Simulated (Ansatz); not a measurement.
# Ca7NiS8, single point

System: Ca7NiS8, a cell of a measured crystal with one cation replaced (not relaxed); the cell holds 16 atoms. One Ca of COD entry 1011236 is replaced by Ni, with no charge compensation. All atoms are displaced slightly at random.

All numbers below come from Ansatz, DFT, PBEsol+U, PAW, plane waves, scalar-relativistic.

Input file:

```yaml
crystal:
  lattice:
    - [5.686, 0.0, 0.0]
    - [0.0, 11.372, 0.0]
    - [0.0, 0.0, 5.686]
  atoms:
    - { symbol: Ca, position: [0.00529672, 0.99873858, 0.00330193] }
    - { symbol: Ca, position: [0.00197838, 0.50120164, 0.99132963] }
    - { symbol: S, position: [0.50123724, 0.00458365, 0.99844673] }
    - { symbol: S, position: [0.49709535, 0.50739702, 0.99321897] }
    - { symbol: Ca, position: [0.99327873, 0.25327012, 0.50092147] }
    - { symbol: Ca, position: [0.00052326, 0.75025307, 0.49802245] }
    - { symbol: S, position: [0.50034998, 0.25062773, 0.50258157] }
    - { symbol: S, position: [0.48944639, 0.7495108, 0.50620253] }
    - { symbol: Ca, position: [0.50549939, 0.00076443, 0.51005285] }
    - { symbol: Ca, position: [0.50743351, 0.49564093, 0.49900107] }
    - { symbol: S, position: [0.99950148, 0.99870731, 0.50544571] }
    - { symbol: S, position: [0.98526047, 0.50260856, 0.50168054] }
    - { symbol: Ca, position: [0.51626585, 0.25105914, 0.99779856] }
    - { symbol: Ni, position: [0.50776024, 0.74523016, 0.00316233], spin: 2.0 }
    - { symbol: S, position: [0.01315501, 0.25651755, 0.99562075] }
    - { symbol: S, position: [0.99415268, 0.75066262, 0.00699486] }
  symmetry: { detect: false, time_reversal: true }
magnetization:
  spin_polarized: true
hamiltonian:
  xc: pbesol
  pseudopotentials: { kind: paw }
  hubbard:
    sites:
      - { site: 13, l: d, u_eff: 6.2, starting_ns: [{ spin: up, occupation_matrix: s13up }, { spin: down, occupation_matrix: s13down }] }
    occupation_matrices:
      s13up:
        matrix:
          - [0.999999, 0.0, 0.0, 0.0, 0.0]
          - [0.0, 0.999999, 0.0, 0.0, 0.0]
          - [0.0, 0.0, 0.999999, 0.0, 0.0]
          - [0.0, 0.0, 0.0, 0.999999, 0.0]
          - [0.0, 0.0, 0.0, 0.0, 0.999999]
      s13down:
        matrix:
          - [0.656691, -0.117509, -0.286367, 0.336921, 0.126952]
          - [-0.117509, 0.19776, 0.059307, -0.132865, 0.35167]
          - [-0.286367, 0.059307, 0.125247, -0.150235, -0.038277]
          - [0.336921, -0.132865, -0.150235, 0.202665, -0.088609]
          - [0.126952, 0.35167, -0.038277, -0.088609, 0.817638]
basis:
  ecutwfc: 420
kpoints:
  mp_grid: { grid: [2, 1, 2] }
scf:
  occupations: { method: gaussian, width: 0.01 }
  lower_state_search: "off"
  max_iter: 200
output:
  forces: true
  stress: true
```

Command:
```sh
ansatz run input.yaml --threads 4 --pin off --max-ram 9216MiB --backend cpu --events-out ev --progress --plain --runs-dir out
```

What the program printed (shortened):

```
Ca: projections on atomic orbitals take those of the free atom [Ne] 3s2 3p6 4s2, of charge +0.00 (hamiltonian.pseudopotentials.projection_atoms); the dataset's partial waves leave at most 2.9e-7 of an orbital's norm unspanned inside its sphere
S: projections on atomic orbitals take those of the free atom [Ne] 3s2 3p4, of charge +0.00 (hamiltonian.pseudopotentials.projection_atoms); the dataset's partial waves leave at most 1.6e-7 of an orbital's norm unspanned inside its sphere
Ni: projections on atomic orbitals take those of the free atom [Ne] 3s2 3p6 3d8 4s2, of charge +0.00 (hamiltonian.pseudopotentials.projection_atoms); the dataset's partial waves leave at most 1.6e-6 of an orbital's norm unspanned inside its sphere
Pseudopotentials: kind: paw
Pseudopotential: Ca, paw, valence charge 10, recommended cutoff 420 eV (normal), Ca.paw.azcp
Pseudopotential: S, paw, valence charge 6, recommended cutoff 420 eV (normal), S.paw.azcp
Pseudopotential: Ni, paw, valence charge 18, recommended cutoff 420 eV (normal), Ni.paw.azcp
Functional definition: PBEsol
Crystal: 16 atoms, lattice volume = 367.664 Å³
Basis set: ecut = 420 eV, 7283 PW (Γ), exchange–correlation on 80×160×80 points (8 copies of the dense FFT grid, shifted against one another)
Bands: 85, of which v1, the nominal top of the filled ones, is band 68 counted from 1 (67 counted from 0)
Symmetry: 1 space group operations
k-points: 4
Non-local potential: Ca, projectors of the file, l = 0: 3, l = 1: 2, l = 2: 2
Non-local potential: S, projectors of the file, l = 0: 2, l = 1: 2, l = 2: 2
Non-local potential: Ni, projectors of the file, l = 0: 3, l = 1: 2, l = 2: 3, l = 3: 1
PAW frozen core: Ca, regenerated for the run's functional, and the local potential with it (the file was generated under x = pbe(κ = 0.804, μ = 0.2195149727645171), c = pbe(β = 0.06672455060314922))
PAW frozen core: S, regenerated for the run's functional, and the local potential with it (the file was generated under x = pbe(κ = 0.804, μ = 0.2195149727645171), c = pbe(β = 0.06672455060314922))
PAW frozen core: Ni, regenerated for the run's functional, and the local potential with it (the file was generated under x = pbe(κ = 0.804, μ = 0.2195149727645171), c = pbe(β = 0.06672455060314922))
Initial density: superposition of atomic densities (chi_scale 0.1, normalization cell, long waves kept (reshape's long-wave potential 0.53 eV rms))
Starting moments: Σ|m| = 2 μB on 1 of 16 sites
Initial wavefunctions: pseudopotential atomic-orbital guess
Functional: x = pbesol(κ = 0.804, μ = 0.12345679012345678), c = pbesol(β = 0.046)
SCF iter   1: F=—  HF=-25472.692959 eV  |F-HF|=—  |Δ(HF+E_count)|=         —  Δρ=6.75e-2 (↑2.25e-2 ↓6.75e-2)  dr2=5.96e1  dr2_m=3.13e0  M=2.948 μB ∫|m|=3.190 μB  β_m=1.00  ethr=3.10e-3  ⟨swp⟩=13.5  Hψ=3957  notcnv=0  defer=8
preconditioner: auto → Resta (q_TF=auto, 2.312 Å⁻¹)  ε∞=6.1  [insulator: Δε(μ)=0.388 eV  Ē_g=7.254 eV  σ=0.010 eV  W_gap=0.50  n_scr=76 (ndim 8)  ℏωp=16.4 eV  f_vac=0.000  D(μ)=34.72/eV (n_scr^D=418)  ε∞_Penn≈6.1]
spin=Collinear: Resta preconditioning applied to the charge; magnetization (m = ρ↑ − ρ↓) channel mixes plain (no charge-response kernel on spin).
SCF iter   2: F=—  HF=-25465.240182 eV  |F-HF|=—  |Δ(HF+E_count)|=    7.45e0  Δρ=6.84e-2 (↑1.98e-2 ↓6.84e-2)  dr2=1.08e1  dr2_m=4.98e0  M=1.500 μB ∫|m|=1.687 μB  β_m=0.30  ethr=3.10e-3  ⟨swp⟩=6.0  Hψ=1991  notcnv=0  defer=89
SCF iter   3: F=—  HF=-25465.952500 eV  |F-HF|=—  |Δ(HF+E_count)|=   7.12e-1  Δρ=2.24e-2 (↑1.81e-2 ↓2.24e-2)  dr2=3.16e0  dr2_m=9.12e-1  M=2.000 μB ∫|m|=2.046 μB  β_m=0.30  ethr=3.10e-3  ⟨swp⟩=4.5  Hψ=1442  notcnv=0  defer=88
SCF iter   4: F=—  HF=-25466.384295 eV  |F-HF|=—  |Δ(HF+E_count)|=   4.32e-1  Δρ=1.47e-2 (↑1.47e-2 ↓1.29e-2)  dr2=1.06e0  dr2_m=4.87e-1  M=2.000 μB ∫|m|=2.040 μB  β_m=0.30  ethr=2.33e-3  ⟨swp⟩=4.6  Hψ=1233  notcnv=0  defer=95
SCF iter   5: F=—  HF=-25466.706488 eV  |F-HF|=—  |Δ(HF+E_count)|=   3.22e-1  Δρ=1.05e-2 (↑1.05e-2 ↓9.41e-3)  dr2=1.21e-1  dr2_m=3.10e-1  M=2.000 μB ∫|m|=2.028 μB  β_m=0.30  ethr=7.82e-4  ⟨swp⟩=6.0  Hψ=1446  notcnv=0  defer=95
SCF iter   6: F=—  HF=-25466.971936 eV  |F-HF|=—  |Δ(HF+E_count)|=   2.65e-1  Δρ=1.00e-2 (↑6.13e-3 ↓1.00e-2)  dr2=8.29e-2  dr2_m=2.08e-1  M=2.000 μB ∫|m|=2.024 μB  β_m=0.30  ethr=8.92e-5  ⟨swp⟩=5.0  Hψ=1527  notcnv=0  defer=93
SCF iter   7: F=—  HF=-25467.094934 eV  |F-HF|=—  |Δ(HF+E_count)|=   1.23e-1  Δρ=5.11e-3 (↑5.04e-3 ↓5.11e-3)  dr2=4.97e-3  dr2_m=8.56e-2  M=2.000 μB ∫|m|=2.030 μB  β_m=1.00  ethr=6.09e-5  ⟨swp⟩=3.6  Hψ=1324  notcnv=0  defer=93
SCF iter   8: F=—  HF=-25467.173424 eV  |F-HF|=—  |Δ(HF+E_count)|=   7.85e-2  Δρ=7.06e-4 (↑5.09e-4 ↓7.06e-4)  dr2=2.78e-3  dr2_m=1.82e-4  M=2.000 μB ∫|m|=2.037 μB  β_m=1.00  ethr=3.66e-6  ⟨swp⟩=3.8  Hψ=1330  notcnv=0  defer=94
SCF iter   9: F=—  HF=-25467.201725 eV  |F-HF|=—  |Δ(HF+E_count)|=   2.83e-2  Δρ=2.63e-4 (↑2.23e-4 ↓2.63e-4)  dr2=1.98e-4  dr2_m=9.83e-5  M=2.000 μB ∫|m|=2.038 μB  β_m=0.30  ethr=2.05e-6  ⟨swp⟩=2.8  Hψ=1281  notcnv=0  defer=94
SCF iter  10: F=—  HF=-25467.217024 eV  |F-HF|=—  |Δ(HF+E_count)|=   1.53e-2  Δρ=4.52e-4 (↑1.04e-4 ↓4.52e-4)  dr2=2.62e-4  dr2_m=2.49e-4  M=2.000 μB ∫|m|=2.037 μB  β_m=0.30  ethr=1.45e-7  ⟨swp⟩=2.4  Hψ=1149  notcnv=0  defer=94
SCF iter  11: F=—  HF=-25467.225371 eV  |F-HF|=—  |Δ(HF+E_count)|=   8.35e-3  Δρ=4.02e-4 (↑1.68e-4 ↓4.02e-4)  dr2=5.04e-5  dr2_m=2.55e-4  M=2.000 μB ∫|m|=2.038 μB  β_m=0.30  ethr=1.45e-7  ⟨swp⟩=2.2  Hψ=1256  notcnv=0  defer=94
[... 35 iterations left out ...]
SCF iter  47: F=—  HF=-25467.394608 eV  |F-HF|=—  |Δ(HF+E_count)|=   3.70e-3  Δρ=1.24e-3 (↑1.10e-4 ↓1.24e-3)  dr2=4.32e-3  dr2_m=1.15e-3  M=2.000 μB ∫|m|=2.041 μB  β_m=0.09  ethr=6.01e-9  ⟨swp⟩=3.2  Hψ=1741  notcnv=0  defer=93
SCF iter  48: F=—  HF=-25467.400052 eV  |F-HF|=—  |Δ(HF+E_count)|=   5.44e-3  Δρ=1.04e-3 (↑7.69e-5 ↓1.04e-3)  dr2=1.42e-3  dr2_m=8.99e-4  M=2.000 μB ∫|m|=2.042 μB  β_m=0.42  ethr=6.01e-9  ⟨swp⟩=3.6  Hψ=1782  notcnv=0  defer=93
SCF iter  49: F=—  HF=-25467.379989 eV  |F-HF|=—  |Δ(HF+E_count)|=   2.01e-2  Δρ=9.33e-4 (↑3.05e-5 ↓9.33e-4)  dr2=1.21e-3  dr2_m=7.56e-4  M=2.000 μB ∫|m|=2.041 μB  β_m=0.38  ethr=6.01e-9  ⟨swp⟩=4.2  Hψ=1799  notcnv=0  defer=93
SCF iter  50: F=—  HF=-25467.393978 eV  |F-HF|=—  |Δ(HF+E_count)|=   1.40e-2  Δρ=1.96e-3 (↑3.93e-5 ↓1.96e-3)  dr2=9.45e-3  dr2_m=3.17e-3  M=2.000 μB ∫|m|=2.040 μB  β_m=0.38  ethr=6.01e-9  ⟨swp⟩=4.0  Hψ=1946  notcnv=0  defer=93  recentre
SCF iter  51: F=—  HF=-25467.403459 eV  |F-HF|=—  |Δ(HF+E_count)|=   9.48e-3  Δρ=7.82e-4 (↑1.14e-4 ↓7.82e-4)  dr2=5.61e-4  dr2_m=5.38e-4  M=2.000 μB ∫|m|=2.042 μB  β_m=0.96  ethr=6.01e-9  ⟨swp⟩=3.5  Hψ=1793  notcnv=0  defer=93
SCF iter  52: F=—  HF=-25467.385868 eV  |F-HF|=—  |Δ(HF+E_count)|=   1.76e-2  Δρ=7.77e-4 (↑3.06e-5 ↓7.77e-4)  dr2=3.24e-4  dr2_m=5.00e-4  M=2.000 μB ∫|m|=2.042 μB  β_m=0.98  ethr=6.01e-9  ⟨swp⟩=4.4  Hψ=1834  notcnv=0  defer=93
SCF iter  53: F=—  HF=-25467.411050 eV  |F-HF|=—  |Δ(HF+E_count)|=   2.52e-2  Δρ=6.81e-4 (↑9.22e-5 ↓6.81e-4)  dr2=3.82e-4  dr2_m=4.10e-4  M=2.000 μB ∫|m|=2.043 μB  β_m=0.05  ethr=6.01e-9  ⟨swp⟩=4.0  Hψ=1831  notcnv=0  defer=93
SCF iter  54: F=—  HF=-25467.419302 eV  |F-HF|=—  |Δ(HF+E_count)|=   8.25e-3  Δρ=1.03e-3 (↑1.61e-4 ↓1.03e-3)  dr2=2.23e-3  dr2_m=1.07e-3  M=2.000 μB ∫|m|=2.042 μB  β_m=0.18  ethr=6.01e-9  ⟨swp⟩=3.4  Hψ=1876  notcnv=0  defer=93
SCF iter  55: F=—  HF=-25467.439960 eV  |F-HF|=—  |Δ(HF+E_count)|=   2.07e-2  Δρ=1.08e-3 (↑1.20e-4 ↓1.08e-3)  dr2=1.79e-3  dr2_m=9.17e-4  M=2.000 μB ∫|m|=2.047 μB  ethr=6.01e-9  ⟨swp⟩=1.6  Hψ=2847  notcnv=0
Mixer restart at iter 55: flushing history
iteration 55: the SCF's residuals had fallen too slowly under its mixing. It goes on by minimising its free energy, and can end on another state than longer mixing would; under `scf.algorithm: density_mixing` no SCF does so, but by `scf.convergence.dm_fallback`
SCF iter  56: F=—  HF=-25467.473020 eV  |F-HF|=—  |Δ(HF+E_count)|=   3.31e-2  Δρ=5.50e-4 (↑1.46e-4 ↓5.50e-4)  dr2=1.32e-3  dr2_m=2.59e-4  M=2.000 μB ∫|m|=2.046 μB  ethr=6.01e-9  ⟨swp⟩=12.9  Hψ=6238  notcnv=0
SCF iter  57: F=—  HF=-25467.477954 eV  |F-HF|=—  |Δ(HF+E_count)|=   4.93e-3  Δρ=9.50e-5 (↑9.50e-5 ↓8.07e-5)  dr2=1.10e-4  dr2_m=8.94e-6  M=2.000 μB ∫|m|=2.047 μB  ethr=6.01e-9  ⟨swp⟩=7.1  Hψ=3337  notcnv=0
SCF iter  58: F=—  HF=-25467.477964 eV  |F-HF|=—  |Δ(HF+E_count)|=   9.94e-6  Δρ=9.72e-6 (↑8.59e-6 ↓9.72e-6)  dr2=1.64e-6  dr2_m=1.25e-7  M=2.000 μB ∫|m|=2.047 μB  ethr=6.01e-9  ⟨swp⟩=6.2  Hψ=2628  notcnv=0
SCF iter  59: F=—  HF=-25467.477965 eV  |F-HF|=—  |Δ(HF+E_count)|=   6.82e-7  Δρ=2.01e-6 (↑1.61e-6 ↓2.01e-6)  dr2=4.54e-8  dr2_m=4.59e-9  M=2.000 μB ∫|m|=2.047 μB  ethr=7.35e-11  ⟨swp⟩=4.9  Hψ=2864  notcnv=0
SCF iter  60: F=-25467.477965 eV  HF=-25467.477965 eV  |F-HF|=1.53e-9  |Δ(HF+E_count)|=   1.59e-8  Δρ=3.06e-7 (↑3.06e-7 ↓2.97e-7)  dr2=1.84e-9  dr2_m=3.45e-11  M=2.000 μB ∫|m|=2.047 μB  ethr=3.34e-11  ⟨swp⟩=2.2  Hψ=1993  notcnv=0
SCF iter  61: F=-25467.477965 eV  HF=-25467.477965 eV  |F-HF|=1.55e-9  |Δ(HF+E_count)|=  3.64e-12  Δρ=3.08e-7 (↑3.08e-7 ↓2.98e-7)  dr2=1.87e-9  dr2_m=3.50e-11  M=2.000 μB ∫|m|=2.047 μB  ethr=1.36e-12  ⟨swp⟩=1.6  Hψ=2300  notcnv=0
WARN: hamiltonian.hubbard: on 1 of 2 specified blocks the occupation matrix of this SCF's result fails the test of the specified filling. At site 13 ↓ (sites count from 0 in the list of atoms of the cell that this SCF solves) the least filled combination of the orbitals specified full has occupation 0.290, and the fullest combination of the orbitals specified empty has occupation 0.998; the filling counts as kept where the first is at least 0.75 and exceeds the second by more than 0.25. [...]
SCF 1 converged in 61 iterations: F = -25467.477965 eV  dr2 = 1.87e-9
  greatest PAW one-centre occupation: 1.002 electrons in one spin orbital (limit 2), on the Ni atom at site 13 (counted from 0), in its partial waves of l = 1
SCF converged after 61 iterations
Stability not told: the SCF's own minimisation came to no verdict on its close; the lowest value that the minimisation read is 4.0e-2 (residual 8.5e-3): no lower mode is shown, and none is ruled out
Magnetization: 2.0000 μB (69.0000 up, 67.0000 down)
Absolute magnetization: 2.0464 μB (∫|ρ↑−ρ↓|, with the PAW one-centre terms)
Spin contamination: 0.0044 ħ² per cell (⟨S²⟩ above its minimum at these occupations)
Per-site moments (μB) at R_I (Å): [(-0.0003, 1.1635), (-0.0002, 1.1481), (0.0303, 1.1456), (0.0366, 1.1161), (-5.2979e-6, 1.1562), (-0.0007, 1.1469), (0.0021, 1.1494), (0.0458, 1.1469), (-0.0003, 1.1456), (-0.0002, 1.1212), (-4.7784e-7, 1.1587), (-4.4614e-5, 1.1212), (0.0115, 1.1567), (1.7545, 1.1161), (0.0022, 1.1481), (0.0454, 1.1411)]
Free energy (F): -25467.477965 eV
Harris-Foulkes:  -25467.477965 eV  (|F-HF|=1.55e-9)
Internal energy: -25467.477965 eV  (E = F + TS)
E sigma→0 (E₀):  -25467.477965 eV
Fermi energy:    6.254144 eV
--- Per-component energies (eV) ---
  E_band       = -1494.284045
  E_kinetic    = 3073.079861
  E_local      = -11338.590087  (includes V_loc(G=0)·N_el)
  E_nonlocal   = 1320.214260
  E_hartree    = 4248.071077
  E_xc         = -1805.107176
  E_vxc        = -2001.624639  (∫ρ·V_xc dr)
  E_hubbard    = 0.771011  (on-site DFT+U / exact-exchange correction)
  E_vhub       = -24.079221  (the Hubbard potential's part of the band-sum identity)
  E_paw        = -12128.008750  (= ΣΔE_a)
  E_vpaw       = -1019.426032  (= ΣTr[D̂ρ^β])
  E_aug_tail   = 0.000450  (compensation charges beyond the density's cutoff)
  E_ewald      = -8839.433054
  E_core_change = 1.524444  (= ΣΔE_core)
  E_smearing   = -0.000000  (= −TS)
  E_closure    = -0.000000  (closes the sum)
  Σ components = -25467.477965   (vs F -25467.477965, Δ=0.00e0)
--- Specified on-site occupations, and those of the state reported ---
  electrons in the specified blocks: 7.0000 specified, 8.2649 found
  site 13 (l=d) ↓: largest change of an orbital's occupation 0.9983; electrons 2.0000 specified, 3.2708 found; spectral distance 1.0173
  site 13 (l=d) ↑: largest change of an orbital's occupation 0.0019; electrons 5.0000 specified, 4.9941 found; spectral distance 0.0029
--- Forces (eV/Å), atoms counted from 1 ---
  atom   1  Ca    -0.02477676    -0.07811405     0.02126401
  atom   2  Ca    -0.01626437     0.29266306     0.19022519
  atom   3  S      0.07695241    -0.53861560     0.21638219
  atom   4  S      0.06607275     0.58620579     0.18563944
  atom   5  Ca     0.25034989    -0.12555117    -0.08729914
  atom   6  Ca    -0.14682532     0.01068437     0.12965632
  atom   7  S     -0.04111964    -0.00296644    -0.11337438
  atom   8  S      0.23453340     0.00234529    -0.00668295
  atom   9  Ca    -0.11202475    -0.26262983    -0.20325739
  atom  10  Ca    -0.35655843     0.45964673    -0.09431923
  atom  11  S      0.02845949     0.22805813    -0.07930105
  atom  12  S      0.37896057    -0.18502838    -0.16662388
  atom  13  Ca    -0.20754077     0.00569161     0.09135139
  atom  14  Ni     0.18624998    -0.20145237    -0.07855524
  atom  15  S     -0.10917927    -0.20735535     0.15135237
  atom  16  S     -0.20728959     0.01640944    -0.15647755
  max |Σ_I F_I| component: 1.99e-5 eV/Å
--- Stress (GPa, compression-positive) ---
       -2.831693      -0.017784      -0.001771
       -0.017784      -3.201111       0.006161
       -0.001776       0.006162      -2.942842
  P = ⅓ Tr σ = -2.9919 GPa (-29.919 kbar)
--- Band table (eV; the first three rows and the last of 8) ---
k-point 0 ↑: bands = ["-99.6710", "-60.1905", "-60.1863", "-60.1242", "-33.3886", "-33.3039", "-33.2344", "-33.1878", "-33.1765", "-33.1550", "-33.0619", "-14.5434", "-14.5307", "-14.5249", "-14.4376", "-14.4310", "-14.4253", "-14.3719", "-14.3708", "-14.3631", "-14.3428", "-14.3409", "-14.3248", "-14.3068", "-14.2928", "-14.2900", "-14.2892", "-14.2714", "-14.2703", "-14.1971", "-14.1872", "-14.1819", "-5.5555", "-5.1589", "-5.1166", "-4.9291", "-4.9133", "-4.8489", "-4.7650", "-4.7397", "-1.5198", "-1.4630", "-0.6218", "-0.6004", "-0.5964", "3.3200", "3.3443", "3.3493", [...]
k-point 1 ↑: bands = ["-99.6710", "-60.1905", "-60.1863", "-60.1242", "-33.3883", "-33.3039", "-33.2341", "-33.1873", "-33.1768", "-33.1554", "-33.0619", "-14.5462", "-14.5351", "-14.5127", "-14.4552", "-14.4474", "-14.4429", "-14.3659", "-14.3623", "-14.3549", "-14.3320", "-14.3280", "-14.3175", "-14.3130", "-14.3092", "-14.3042", "-14.2960", "-14.2920", "-14.2897", "-14.1910", "-14.1902", "-14.1817", "-5.1806", "-5.1018", "-4.9111", "-4.8529", "-4.8470", "-4.7874", "-4.7521", "-4.7108", "-1.6949", "-1.5002", "-0.6258", "-0.6050", "-0.5995", "2.7069", "3.3300", "3.3334", [...]
k-point 2 ↑: bands = ["-99.6710", "-60.1905", "-60.1863", "-60.1242", "-33.3883", "-33.3039", "-33.2341", "-33.1873", "-33.1767", "-33.1554", "-33.0619", "-14.5461", "-14.5265", "-14.5188", "-14.4633", "-14.4480", "-14.4367", "-14.3669", "-14.3606", "-14.3557", "-14.3322", "-14.3227", "-14.3210", "-14.3165", "-14.3075", "-14.3045", "-14.2992", "-14.2898", "-14.2871", "-14.1914", "-14.1872", "-14.1857", "-5.1800", "-5.0938", "-4.9397", "-4.8503", "-4.8404", "-4.7574", "-4.7531", "-4.7265", "-1.6975", "-1.4999", "-0.6268", "-0.6090", "-0.5958", "2.6881", "3.3140", "3.3312", [...]
k-point 3 ↓: bands = ["-97.5748", "-58.1223", "-58.1203", "-58.0909", "-33.3796", "-33.3038", "-33.2344", "-33.1875", "-33.1770", "-33.1556", "-33.0626", "-14.5619", "-14.5533", "-14.5386", "-14.4703", "-14.4215", "-14.4154", "-14.3954", "-14.3939", "-14.3637", "-14.3612", "-14.3567", "-14.3187", "-14.3085", "-14.2940", "-14.2825", "-14.2813", "-14.2620", "-14.2603", "-14.1911", "-14.1903", "-14.1859", "-4.8761", "-4.8545", "-4.8272", "-4.7529", "-4.6981", "-4.6825", "-4.6372", "-4.6168", "0.4263", "0.4605", "0.4652", "1.9401", "2.7293", "2.7825", "2.7846", "3.0441", [...]
```

Among 10 converged runs of this cell from various starts and settings, this end is the lowest found.

A static U favours moments and orbital order; the result depends on U and need not be the measured state. With one magnetic atom in the cell its copies can only be parallel; orders in a larger cell may lie lower. The mesh is coarse, so energy differences (and at times their sign) aren't converged.

The run took 63 s on 4 threads of AMD EPYC 7R43 64-Core Processor (Zen 3), on a shared host, peak memory 1.3 GiB.
